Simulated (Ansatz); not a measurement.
## BiRu: relaxation of cell and atoms

These are results of DFT, PBE, PAW with Ansatz's default frozen-core files, scalar-relativistic in Ansatz 0.2.0, not measurements.

Command: `ansatz run input.yaml --threads 1 --pin off --max-ram 2048MiB --backend cpu --events-out ev --progress --plain --runs-dir out` The run took about 10 s on 1 thread of a shared machine.

```yaml
crystal:
  lattice:
    - [0.0, 2.8418062605, 2.8418062605]
    - [2.8418062605, 0.0, 2.8418062605]
    - [2.8418062605, 2.8418062605, 0.0]
  atoms:
    - { symbol: Ru, position: [0.0, 0.0, 0.0] }
    - { symbol: Bi, position: [0.5, 0.5, 0.5] }
kpoints:
  mp_grid: { grid: [10, 10, 10] }
scf:
  occupations: { method: fermi_dirac, width: 0.05 }
hamiltonian:
  xc: pbe
  pseudopotentials: { kind: paw }
output:
  forces: true
  stress: true
relax:
  f_tol: 0.005
  max_steps: 80
  cell: {}
```

Spin polarisation is left out, and whether a magnetic state lies lower isn't shown here.

Spin–orbit coupling is left out, though it moves levels of the heavy atoms by tenths of an eV or more.

The cell is built from the rocksalt type as a first guess.

The cutoff is 420 eV; energies and pressures of the walk include the program's estimate of the Pulay term.

Each frame lists the cell vectors (Å), then Cartesian positions (Å); symmetry keeps all forces zero. Free energies count from the first step, -18273.6674 eV.

The walk took 6 evaluations in all; steps that aren't listed are left out.

Step 1: E = 0.0 meV, P = -6.72 GPa

```
cell 0.0000 2.8418 2.8418 2.8418 0.0000 2.8418 2.8418 2.8418 0.0000
Ru    0.0000    0.0000    0.0000
Bi    2.8418    2.8418    2.8418
```

Step 2:

```
cell 0.0000 2.7019 2.7019 2.7019 0.0000 2.7019 2.7019 2.7019 0.0000
Ru    0.0000    0.0000    0.0000
Bi    2.7019    2.7019    2.7019
```

Step 3: E = -70.4 meV, P = -1.27 GPa

```
cell 0.0000 2.7855 2.7855 2.7855 0.0000 2.7855 2.7855 2.7855 0.0000
Ru    0.0000    0.0000    0.0000
Bi    2.7855    2.7855    2.7855
```

(1) Give the energy, pressure of step 2.

(2) How does the relaxation end?

Results:

(1) E = +30.6 meV, P = 11.05 GPa, step rejected
```
Ru    0.0000    0.0000    0.0000
Bi    2.7019    2.7019    2.7019
```

(2) It converges, with a = 5.549 Å, b = 5.549 Å, c = 5.549 Å, α = 90.00°, β = 90.00°, γ = 90.00° (conventional cell, space group Fm-3m). The last solve (on a basis chosen afresh for the final cell, so its energy is not quite comparable) gives E = -71.4 meV, P = 0.02 GPa:
```
cell 0.0000 2.7747 2.7747 2.7747 0.0000 2.7747 2.7747 2.7747 0.0000
Ru    0.0000    0.0000    0.0000
Bi    2.7747    2.7747    2.7747
```
